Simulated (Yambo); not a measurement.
Material: Na$_{2}$PtH$_{6}$ (space group Fm-3m, No. 225); a = 5.1326 Å, b = 5.1326 Å, c = 5.1326 Å, α = 60.00°, β = 60.00°, γ = 60.00° (9 atoms in the cell). The geometry is that of Materials Project entry mp-690785, symmetrised and not relaxed again.

With PBEsol (Quantum ESPRESSO, PseudoDojo norm-conserving, 88 Ry, without SOC), the gap between the mesh's edge points ((0, 0.25, -0.25) → X) is 3.472 eV.

Q: Estimate the G0W0 gap between the same points from Yambo (4×4×4 Γ-centred k mesh, bands 7 to 140 and a 7 Ry block in the screening, 140 bands in G with the Bruneval-Gonze terminator, plasmon pole fitted at 27.2 eV).

A: The correction is 2.262 eV, giving 5.735 eV, 1.7 times the PBEsol value.  Nearest settings tried, and what they do to the gap: 67 bands in W: -51 meV; 3 Ry block (65 vectors against 229): -205 meV. Not varied: bands in G, mesh. So the settings aren't converged at that level. Without spin-orbit coupling, band edges of such heavy elements can be off by tenths of an eV.

The structure is a Materials Project entry; no match was found in the copy of COD used, and its stability was not checked.
